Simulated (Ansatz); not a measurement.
Given:

WS₂ (2H-MoS2 type, space group P6_3/mmc)

```
CELL_PARAMETERS angstrom
      3.15408     0.00000     0.00000
     -1.57704     2.73152     0.00000
      0.00000     0.00000    12.13731
ATOMIC_POSITIONS crystal
  W  0.33333 0.66667 0.25000
  W  0.66667 0.33333 0.75000
  S  0.33333 0.66667 0.62026
  S  0.66667 0.33333 0.12026
  S  0.66667 0.33333 0.37974
  S  0.33333 0.66667 0.87974
```

In this cell atom 6 (S, nearest neighbour W at 2.407 Å; its periodic images, 3.2 Å or more away, move with it) is moved by s along Cartesian z, unit vector (0.000, 0.000, 1.000); all other atoms and the cell stay fixed.

Method: PBE-D3(BJ) (plane waves to 420 eV, PAW, scalar-relativistic; Ansatz, a quantum-chemistry and plane-wave program). k mesh 10×10×3 (Γ-centred), Fermi-Dirac smearing 0.05 eV. Energies are smeared free energies. As the smearing reaches across the gap at some points, energies and forces of such displacements shift with the k mesh and the smearing. Spin-orbit coupling is left out, though W is heavy. WS2 is run without spin polarisation. WS2 was relaxed with its symmetry unable to fall. ΔE is measured from the undisplaced structure.

The scan covers s from -0.480 to 0.480 Å in 11 points.

Q: Is the energy the same for displacements of ±0.480 Å, and if not, which side lies higher?

A: Not even: the negative side lies higher at ±0.480 Å. With its periodic images moving along, the atom's site symmetry in this cell is 3m..

Q: What force acts on the atom along the line at s = -0.480 Å?

A: 11.3 eV/Å.

Q: What is the energy change at s = 0.480 Å?

A: 1468 meV/cell.

Q: What is the force constant k = d²E/ds² of this move at s = 0?

A: 18.6 eV/Å².

(A displaced cell: forces are minus the slopes of the energy, force constants its curvatures, and phonons follow from these.)
